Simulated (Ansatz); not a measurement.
## Competing spin states in MnTl2SnTe4

```
CELL_PARAMETERS angstrom
-8.45030 8.45030 7.10780
4.22515 -4.22515 3.55390
4.22515 4.22515 -3.55390
ATOMIC_POSITIONS crystal
Mn 0.25000 0.50000 0.00000
Tl 0.25000 0.00000 0.50000
Tl 0.00000 0.50000 0.50000
Sn 0.00000 0.00000 0.00000
Te 0.21310 0.42620 0.35880
Te 0.28690 0.93260 0.00000
Te 0.03370 0.06740 0.64120
Te 0.46630 0.57380 0.00000
Mn 0.75000 0.50000 0.00000
Tl 0.75000 0.00000 0.50000
Tl 0.50000 0.50000 0.50000
Sn 0.50000 0.00000 0.00000
Te 0.71310 0.42620 0.35880
Te 0.78690 0.93260 0.00000
Te 0.53370 0.06740 0.64120
Te 0.96630 0.57380 0.00000
```

Method: r2SCAN in Ansatz 0.2.0, PAW datasets, plane waves to 500 eV, 2×4×4 Γ-centred mesh, fermi-dirac occupations of width 0.050 eV. The atoms are fixed and numbered as listed; spin is collinear, without spin-orbit coupling.

Different starts of the self-consistent cycle ended in different solutions. Their moments in μB:

| state | Mn1 | Mn9 | other atoms together | size of the net moment a cell |
| --- | --- | --- | --- | --- |
| A | 4.43 | -4.43 | 0.00 | 0.00 |
| B | 4.44 | 4.44 | 0.23 | 10.00 |
| C | 0.00 | 0.00 | 0.00 | 0.00 |

Site moments are taken in small spheres that don't touch (radius about 0.4 of the atom's shortest bond), so those of the magnetic atoms read low, and they needn't add up to the net moment. State C was run without spin polarisation.

Question: Which state has the lowest energy at zero smearing, and how far up are the others?

Answer: State A (antiparallel, compensated) is lowest; B (parallel moments) lies 1.8 meV above it, C (without moments) lies 485 meV above it, all counted an atom of the cell.

Question: Which states have a gap on the mesh, and what pressure does each exert on this cell?

Answer: A: gap 0.90 eV, 1.1 GPa; B: gap 0.74 eV, 1.2 GPa; C: no gap, -1.0 GPa (positive in compression). Moments take up room: without them the pressure is lower, so that state wants a smaller cell.

Question: What do states B and A say about the exchange?

Answer: Between B and A the moments keep their size (4.44 against 4.43 μB in the mean), so the difference mostly measures the exchange between the flipped sites: the antiparallel order gains 14 meV for each Mn atom. The nearest flipped pair stands 6.95 Å apart. No flipped pair shares an anion, so the coupling runs over more than one atom.

Question: What does magnetism gain here?

Answer: 485 meV an atom of the cell, or 3882 meV for each Mn atom, against state C, which has none. A run without spin would miss this and give wrong energies and forces. That state isn't the paramagnet, which keeps its moments, so this is no ordering energy.

The cell is that of a Crystallography Open Database entry, unchanged but doubled along one cell vector so that moments can oppose.

Caveats: only orders that fit this cell and collinear spins were tried, so the true order may need a larger cell or canted moments; atoms and cell are not relaxed, and each state would relax in its own way; the k mesh is coarse, so differences of a few meV are uncertain where a state is a metal; one start a pattern, so a lower state of the same pattern may exist; the nearest magnetic atoms form triangles, which frustrates antiparallel coupling, so the true order may be non-collinear or need another cell.
